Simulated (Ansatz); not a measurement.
Here is the system:

Relaxed PdSb₂ (space group Pa-3):

```yaml
crystal:
  lattice:
    - [6.41610, 0.00000, 0.00000]
    - [0.00000, 6.41610, 0.00000]
    - [0.00000, 0.00000, 6.41610]
  atoms:
    - { symbol: Sb, position: [0.37287, 0.37287, 0.37287] }
    - { symbol: Sb, position: [0.62713, 0.62713, 0.62713] }
    - { symbol: Sb, position: [0.12713, 0.62713, 0.87287] }
    - { symbol: Sb, position: [0.87287, 0.37287, 0.12713] }
    - { symbol: Sb, position: [0.87287, 0.12713, 0.62713] }
    - { symbol: Sb, position: [0.12713, 0.87287, 0.37287] }
    - { symbol: Sb, position: [0.62713, 0.87287, 0.12713] }
    - { symbol: Sb, position: [0.37287, 0.12713, 0.87287] }
    - { symbol: Pd, position: [0.00000, 0.00000, 0.00000] }
    - { symbol: Pd, position: [0.50000, 0.00000, 0.50000] }
    - { symbol: Pd, position: [0.50000, 0.50000, 0.00000] }
    - { symbol: Pd, position: [0.00000, 0.50000, 0.50000] }
```

A phonon eigenvector at Γ is frozen into this cell: atom i moves by Q times the vector below, so Q is the largest atomic displacement, in Å. The cell is held. It is one choice among 2 degenerate patterns.

| atom | x | y | z |
|---|---|---|---|
| Sb1 | -0.345 | -0.371 | 0.716 |
| Sb2 | -0.345 | -0.371 | 0.716 |
| Sb3 | 0.345 | 0.371 | 0.716 |
| Sb4 | 0.345 | 0.371 | 0.716 |
| Sb5 | -0.345 | 0.371 | -0.716 |
| Sb6 | -0.345 | 0.371 | -0.716 |
| Sb7 | 0.345 | -0.371 | -0.716 |
| Sb8 | 0.345 | -0.371 | -0.716 |
| Pd9 | 0.076 | 0.666 | -0.742 |
| Pd10 | -0.076 | -0.666 | -0.742 |
| Pd11 | 0.076 | -0.666 | 0.742 |
| Pd12 | -0.076 | 0.666 | 0.742 |

These are LDA (plane waves to 420 eV, PAW, scalar-relativistic; Ansatz, a program for electronic structure) values and carry that method's errors. k mesh 6×6×6 (Γ-centred), Fermi-Dirac smearing 0.05 eV. E stands for the smeared free energy. With partly filled bands, energies and forces of such displacements shift with the k mesh and the smearing. PdSb2 is run without spin polarisation. PdSb2 was relaxed with its symmetry unable to fall. Spin-orbit coupling is left out, though Sb is heavy. ΔE is measured from the undisplaced structure.

The scan covers Q from -0.180 to 0.180 Å in 13 points.

### Question
Is the energy the same for equal positive and negative displacements?

### Answer
Even: the same for both signs.

### Question
Which space group does the distorted structure have?

### Answer
P2_12_12_1 (No. 19), lowered from Pa-3.

### Question
What is the energy change at Q = 0.180 Å?

### Answer
456 meV/cell.

### Question
What harmonic wavenumber does the curvature at Q = 0 give?

### Answer
83 cm⁻¹.

(For displaced atoms, the force is minus the slope of the energy, and its curvature is a force constant, which sets phonon frequencies.)
